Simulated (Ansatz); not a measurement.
CoO (NiAs type, P6_3/mmc) at seven volumes, plane-wave PAW r²SCAN (Ansatz code), shape and atoms relaxed at each. One row is withheld.

```json
[
 {"V (Å³/atom)": "8.591", "P (GPa)": "22.23"},
 {"V (Å³/atom)": "8.874", "P (GPa)": "13.64"},
 {"V (Å³/atom)": "9.157", "P (GPa)": "?"},
 {"V (Å³/atom)": "9.440", "P (GPa)": "0.02"},
 {"V (Å³/atom)": "9.724", "P (GPa)": "-5.33"},
 {"V (Å³/atom)": "10.007", "P (GPa)": "-9.89"},
 {"V (Å³/atom)": "10.290", "P (GPa)": "-13.79"}
]
```

Fit the shown pressures and predict the withheld one.

P = (3/2)B₀(x^(7/2) − x^(5/2))[1 + (3/4)(B′ − 4)(x − 1)] with x = (V₀/V)^(2/3). Least squares on the six rows gives V₀ = 9.442 Å³/atom, B₀ = 192 GPa, B′ = 4.27. At V = 9.157, x = 1.0206 and P = 6.28 GPa. The run itself gave 6.29 GPa.

The start of the workflow was typed in or built on a structure type; neither database checked (COD, Materials Project) lists it. It is not the phase usual at ambient conditions (space group No. 225). Symmetry was held in the r²SCAN relaxation, as lowered by the spin order; its stability against distortions is not shown here. Magnetic state: antiferromagnetic, chosen from 5 collinear starts compared on coarse meshes (ties went to the first, and starts can fall back to one state), not a proven ground state. Other orbital occupations within this spin state were not tried. No Hubbard U is applied.

Potentials: the earlier of the program's two PAW sets.
